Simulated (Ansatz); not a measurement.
MoSe (rocksalt structure)

The computed numbers are results of PBEsol, scalar-relativistic (collinear spin) in the plane-wave PAW code Ansatz at 420 eV, Γ-centred 10×10×10 mesh, 0.05 eV Gaussian smearing; PAW files: Ansatz's generated set soft_2.

```
Mo Se
1.0
     0.00000    2.57536    2.57536
     2.57536    0.00000    2.57536
     2.57536    2.57536    0.00000
Mo Se
1 1
Direct
  0.50000 0.50000 0.50000
  0.00000 0.00000 0.00000
```

The structure was built from a prototype; whether the compound forms in it isn't claimed.

Magnetic state: ferromagnetic, site spin moments Mo 0.22 μB.

Task: Which orbitals carry the states at the Fermi level, and how many states are there?

Result: Within 0.1 eV of it: Mo 4d 90 % (shares among the projected shells). The density of states at the Fermi level is about 2.8 states/eV per cell, averaged over 0.3 eV.

Density of states (tetrahedra, averaged over 0.3 eV; states/eV per cell of 2 atoms; energy in eV from the Fermi level):

```tsv
E (eV)	DOS
-7.60	0.59
-7.30	1.12
-7.00	1.49
-6.70	1.41
-6.40	0.94
-6.10	0.73
-5.80	2.78
-5.50	3.68
-5.20	2.23
-4.90	1.55
-4.60	1.19
-4.30	0.91
-4.00	0.55
-3.70	0.24
-3.40	0.18
-3.10	0.21
-2.80	0.28
-2.50	0.40
-2.20	0.61
-1.90	0.85
-1.60	1.04
-1.30	1.27
-1.00	1.61
-0.70	2.02
-0.40	2.41
-0.10	3.23
0.20	2.26
0.50	4.59
0.80	2.34
1.10	1.20
1.40	1.26
1.70	1.20
2.00	1.13
2.30	1.08
2.60	1.08
2.90	0.99
3.20	0.77
3.50	0.71
3.80	0.71
4.10	0.48
4.40	0.40
4.70	0.83
5.00	1.03
5.30	1.14
5.60	0.97
5.90	0.75
```

The run wasn't fully tested for a lower electronic state. So small a moment in a metal hangs on mesh and smearing, and semilocal functionals can overstate it, so the real crystal may have none. Site moments are of spin, integrated over atomic spheres. A displaced or strained copy of the relaxed cell lay 1.8 meV/atom lower, so the structure isn't a true minimum at this level, unless the mesh, which matters in a metal, makes it so.
